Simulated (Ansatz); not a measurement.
La2S3O12:
```cif
data_La4O24S6
_chemical_formula_sum 'La4 S6 O24'
_space_group_name_H-M_alt 'P 1'
_space_group_IT_number 1
_cell_length_a 10.04604
_cell_length_b 10.04604
_cell_length_c 10.04604
_cell_angle_alpha 57.750
_cell_angle_beta 57.750
_cell_angle_gamma 57.750
loop_
_space_group_symop_operation_xyz
  'x, y, z'
loop_
_atom_site_label
_atom_site_type_symbol
_atom_site_fract_x
_atom_site_fract_y
_atom_site_fract_z
_atom_site_occupancy
La1 La 0.35715 0.35715 0.35715 1
La2 La 0.64285 0.64285 0.64285 1
La3 La 0.14285 0.14285 0.14285 1
La4 La 0.85715 0.85715 0.85715 1
S1 S 0.53258 0.96742 0.25000 1
S2 S 0.46742 0.03258 0.75000 1
S3 S 0.25000 0.53258 0.96742 1
S4 S 0.75000 0.46742 0.03258 1
S5 S 0.96742 0.25000 0.53258 1
S6 S 0.03258 0.75000 0.46742 1
O1 O 0.50600 0.11681 0.27113 1
O2 O 0.49400 0.88319 0.72887 1
O3 O 0.27113 0.50600 0.11681 1
O4 O 0.72887 0.49400 0.88319 1
O5 O 0.11681 0.27113 0.50600 1
O6 O 0.88319 0.72887 0.49400 1
O7 O 0.22887 0.38319 0.99400 1
O8 O 0.77113 0.61681 0.00600 1
O9 O 0.38319 0.99400 0.22887 1
O10 O 0.61681 0.00600 0.77113 1
O11 O 0.99400 0.22887 0.38319 1
O12 O 0.00600 0.77113 0.61681 1
O13 O 0.44117 0.18412 0.59888 1
O14 O 0.55883 0.81588 0.40112 1
O15 O 0.59888 0.44117 0.18412 1
O16 O 0.40112 0.55883 0.81588 1
O17 O 0.18412 0.59888 0.44117 1
O18 O 0.81588 0.40112 0.55883 1
O19 O 0.90112 0.31588 0.05883 1
O20 O 0.09888 0.68412 0.94117 1
O21 O 0.31588 0.05883 0.90112 1
O22 O 0.68412 0.94117 0.09888 1
O23 O 0.05883 0.90112 0.31588 1
O24 O 0.94117 0.09888 0.68412 1
```

Relaxed with PBE.

Problem. Which orbitals make up the states near the band edges in PBE (plane waves, PAW; program Ansatz)?

Solution. Top 1 eV of the valence band: O 2p 96 %. Bottom 1 eV of the conduction band: La 4f 97 %. Projections are on Löwdin-orthogonalised atomic valence shells; empty p or d shells of many metals are not among them.

Problem. Tabulate the density of states.

Solution. States/eV per cell of 34 atoms, in 0.25 eV bins, energy from the valence-band maximum.

```
E (eV)   total   O 2p   La 4f  La 5d
------  ------  -----  ------  -----
-7.85    11.27   4.19    0.10   0.28
-7.60     0.61   0.22    0.01   0.01
-7.35     0.00   0.00    0.00   0.00
-7.10     0.00   0.00    0.00   0.00
-6.85     0.00   0.00    0.00   0.00
-6.60     0.00   0.00    0.00   0.00
-6.35     7.20   4.26    0.00   0.76
-6.10    33.48  19.89    0.03   2.68
-5.85    23.45  13.88    0.09   0.64
-5.60    19.69  11.37    0.19   0.29
-5.35    60.17  34.43    0.79   0.19
-5.10     0.00   0.00    0.00   0.00
-4.85     0.00   0.00    0.00   0.00
-4.60     0.00   0.00    0.00   0.00
-4.35     0.00   0.00    0.00   0.00
-4.10     0.00   0.00    0.00   0.00
-3.85     0.00   0.00    0.00   0.00
-3.60     0.00   0.00    0.00   0.00
-3.35     0.00   0.00    0.00   0.00
-3.10     0.00   0.00    0.00   0.00
-2.85    11.73  10.34    0.02   0.87
-2.60    65.69  58.40    0.22   3.38
-2.35    75.61  69.15    0.52   1.55
-2.10    69.81  63.70    0.82   0.94
-1.85    17.17  15.71    0.25   0.07
-1.60     0.00   0.00    0.00   0.00
-1.35     0.00   0.00    0.00   0.00
-1.10     0.00   0.00    0.00   0.00
-0.85     0.00   0.00    0.00   0.00
-0.60    25.60  23.32    0.12   1.95
-0.35    58.28  55.49    0.76   1.48
-0.10    60.13  58.79    0.61   0.24
0.15      0.00   0.00    0.00   0.00
0.40      0.00   0.00    0.00   0.00
0.65      0.00   0.00    0.00   0.00
0.90      0.00   0.00    0.00   0.00
1.15      0.00   0.00    0.00   0.00
1.40      0.00   0.00    0.00   0.00
1.65      0.00   0.00    0.00   0.00
1.90      0.00   0.00    0.00   0.00
2.15      0.00   0.00    0.00   0.00
2.40      0.00   0.00    0.00   0.00
2.65      0.00   0.00    0.00   0.00
2.90      0.00   0.00    0.00   0.00
3.15      0.00   0.00    0.00   0.00
3.40      0.00   0.00    0.00   0.00
3.65      0.00   0.00    0.00   0.00
3.90      0.00   0.00    0.00   0.00
4.15      0.00   0.00    0.00   0.00
4.40      0.00   0.00    0.00   0.00
4.65     79.44   0.36   78.22   0.19
4.90    144.59   2.60  138.14   0.92
5.15      0.00   0.00    0.00   0.00
5.40      0.00   0.00    0.00   0.00
5.65      0.00   0.00    0.00   0.00
5.90     11.56   0.63    0.15   8.82
6.15     34.23   2.20    0.52  26.45
6.40     22.58   1.64    0.21  17.28
```

Space group R-3c. The workflow started from a Materials Project entry (that database holds measured and hypothetical structures alike); the Crystallography Open Database copy checked does not list it. Its standing as an ambient phase is unchecked. Symmetry was held in the PBE relaxation; whether a distortion lowers the energy is not shown. Scalar-relativistic: spin–orbit coupling is off unless named, which matters more the heavier the elements.

Potentials: the earlier of the program's two PAW sets.
